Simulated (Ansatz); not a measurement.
Space group P6_3/mmc (No. 194). a = 4.261 Å, b = 4.261 Å, c = 9.033 Å, α = 90.00°, β = 90.00°, γ = 120.00°
```
atom site symmetry x y z
  Sr    2a      -3m.  0.0000  0.0000  0.5000
  As    2d      -6m2  0.3333  0.6667  0.7500
  Pt    2c      -6m2  0.3333  0.6667  0.2500
```

Equation of state of this SrAsPt structure (not necessarily the ground state), with shape and atoms relaxed at each volume where symmetry leaves them free. It has no gap at any of these volumes. Method: DFT r2SCAN, scalar-relativistic, plane waves, PAW in Ansatz 0.2.0.

Settings: cutoff 500 eV, Γ-centred mesh 12×12×4 on the computed 6-atom cell, Gaussian smearing of 0.10 eV; no spin polarisation.

```csv
V (Å³/atom),E − E(largest V) (meV/atom),P (GPa)
20.832,50.83,12.23
21.542,5.03,8.46
22.252,-25.21,5.20
22.962,-42.00,2.39
23.672,-47.20,-0.01
24.382,-42.41,-2.06
25.093,-29.04,-3.86
26.039,0.00,-5.85
```

Q: Fit a third-order Birch–Murnaghan equation to E(V).

A: V0 = 23.67 Å³/atom, B0 = 75 GPa, B0' = 4.0.

Spin-orbit coupling is left out, which matters for the bands of heavy elements.

Cost: 8 runs of about 17 core-minutes in all, on Oxide Virtual Turin-like Processor (Zen 5) (shared hosts).